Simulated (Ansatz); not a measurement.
A trial cell of La4TaO, before relaxation:

Space group F-43m (No. 216). a = 8.364 Å, b = 8.364 Å, c = 8.364 Å, α = 90.00°, β = 90.00°, γ = 90.00°
| atom | site | symmetry | x | y | z |
| --- | --- | --- | --- | --- | --- |
| La | 16e | .3m | 0.1250 | 0.3750 | 0.1250 |
| Ta | 4d | -43m | 0.2500 | 0.2500 | 0.7500 |
| O | 4a | -43m | 0.0000 | 0.0000 | 0.0000 |

Method: Ansatz, DFT PBE, scalar-relativistic, plane waves, PAW. Cutoff 420 eV, Gaussian smearing, Γ-centred meshes. Cell and atoms relax first on a coarse mesh and then on a finer one. In between, the cell is made exact in the group found at 0.06 Å. In metals the finer mesh still leaves noise of several meV/atom or more. The steps can't lower the symmetry of their start. No spin polarisation in the relaxation; trial moments died out in a coarse test.

A guess keeps its type if space group and coordination stay and the shape of the cell changes little (axis ratios within about 15 %, angles within 6°); the volume may change.

Question: Does this structure survive the relaxation?

Answer: It keeps its type. The symmetry stays F-43m (No. 216). The volume per atom grows by 15.3 %, from 24.4 to 28.1 Å³. The shortest distance goes from 2.96 Å (La–La) to 3.06 Å (La–La). Counting neighbours within 15 % of an atom's shortest distance, the start has La 6, O 16, Ta 16 and the end La 6, O 16, Ta 16.

The last run used an 8×8×8 mesh for its 6-atom cell and Gaussian smearing of 0.10 eV. Spin–orbit coupling, which can matter for Ta, is left out. Symmetry constrained the relaxation, so the result can be a saddle point. Another cell of La4TaO relaxed alike, in P-3m1, lies 1.25 eV/atom lower, so this cell isn't the stable form at this level.
